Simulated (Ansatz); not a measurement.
A scan (energy over volume and axial ratio; atoms clamped) gave these values. Level of theory: PBE-D3(BJ) (plane waves to 420 eV, PAW, scalar-relativistic; Ansatz, an electronic-structure program).

- Modulus against c/a change at fixed volume, (3/4V)·∂²E/∂(ln c/a)² (fit, atoms clamped) = 42 GPa, an upper bound as the atoms could relax

Q: Of these crystals, all scanned alike, which one is it?
A. BN (h-BN type, space group P6_3/mmc)
B. SnSe₂ (CdI2 type)
C. TaS₂ (CdI2 type)
D. HfS₂ (CdI2 type)

A: D, HfS₂ (CdI2 type). The others have, for the modulus against c/a change at fixed volume, (3/4V)·∂²E/∂(ln c/a)²: BN 191 GPa, TaS2 62 GPa, SnSe2 30 GPa

All were relaxed with their symmetry unable to fall. HfS2 is run without spin polarisation. Spin-orbit coupling is left out. TaS2 is run without spin polarisation. As the atoms are clamped, bonds stretch with the cell, which overstates energies and stresses.

(A scan under strain: stresses follow from slopes of the energy per volume, elastic moduli from its curvatures.)
